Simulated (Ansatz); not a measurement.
**HfZn2: reading a single point**

```
Hf Zn
1.0
     0.00000    3.62370    3.62370
     3.62370    0.00000    3.62370
     3.62370    3.62370    0.00000
Hf Zn
2 4
Direct
  0.00000 0.00000 0.00000
  0.25000 0.25000 0.25000
  0.62500 0.62500 0.62500
  0.12500 0.62500 0.62500
  0.62500 0.62500 0.12500
  0.62500 0.12500 0.62500
```

Method: r2SCAN, no spin polarisation; PAW, plane waves to 500 eV, 8×8×8 Γ-centred mesh, fermi-dirac occupations (width 0.1 eV) (Ansatz 0.2.0), atoms fixed.

Electronic structure: It is a metal, with about 6.5 states/eV a cell as the mean within 0.25 eV of the Fermi level, mostly Hf d (77 %).
Charges: Bader charges in e: Hf +1.14, Zn -0.57. In the mean Hf gives up most and Zn takes most.
Contacts: Zn–Zn at 2.56 Å: least valence density 0.27 e/Å³ and ELF 0.28 there. Hf–Zn at 3.00 Å: least valence density 0.19 e/Å³ and ELF 0.27 there. Hf–Hf at 3.14 Å: least valence density 0.20 e/Å³ and ELF 0.29 there. Both are smooth PAW fields, read partly inside the augmentation spheres.
Formation energy: -0.26 eV an atom against the elements' usual phases (free molecules for gases, crystals otherwise, with no correction for O₂ or N₂), so it is bound against them; other compounds may still compete. Relaxing would lower it.
Stress: The pressure is 1.8 GPa (compression positive), so with the atoms held at these fractions the cell would first expand.

Origin: a database entry at a rescaled volume. Caveats: many states at the Fermi level without spin polarisation, so a magnetic state may lie lower.
